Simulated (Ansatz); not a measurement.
What U does to Eu (Im-3m)

```xyz
1
Lattice="-2.3030 2.3030 2.3030 2.3030 -2.3030 2.3030 2.3030 2.3030 -2.3030" Properties=species:S:1:pos:R:3 pbc="T T T"
Eu    0.0000    0.0000    0.0000
```

Geometry: a structure as deposited in COD; nothing is relaxed.

Settings: PBE, 10×10×10 k mesh, Fermi–Dirac smearing of 0.05 eV. PAW means Ansatz 0.2.0 on its default frozen-core files; LAPW is all-electron LAPW in Ansatz 0.2.0. Site moments are integrated in spheres about the atoms, whose radii differ between the methods. Start moments of the first PAW run (μB): Eu 7.

U is Dudarev's effective value on Löwdin-orthogonalised free-atom orbitals with fully localised double counting, unless a row says otherwise (a row with U and J takes Liechtenstein's form); the search for lower states is left at its default. Gaps are Kohn–Sham gaps on the k mesh over both spins.

```
             run  largest site moment PAW (μB)  largest site moment LAPW (μB)  gap PAW (eV)  gap LAPW (eV)  Eu f electrons PAW  electrons LAPW  P PAW (GPa)  P LAPW (GPa)
            no U                          7.11                           7.21         metal          metal                6.90            6.89         -1.6          -1.5
U = 1 eV on Eu f                          7.13                           7.22         metal          metal                6.93            6.93         -1.2          -1.2
U = 3 eV on Eu f                          7.15                           7.23         metal          metal                6.97            6.97         -0.7          -0.7
U = 5 eV on Eu f                          7.16                           7.24         metal          metal                6.98            6.98         -0.4          -0.4
```

Spin–orbit coupling is left out although heavy atoms are present. In at least one run the program's final test of stability wasn't made or came to no verdict. With open f shells a run can end in a state that isn't the lowest. The magnetic state is the one that this cell and start allow. It needn't be the compound's measured order, which may need a larger cell or be absent.
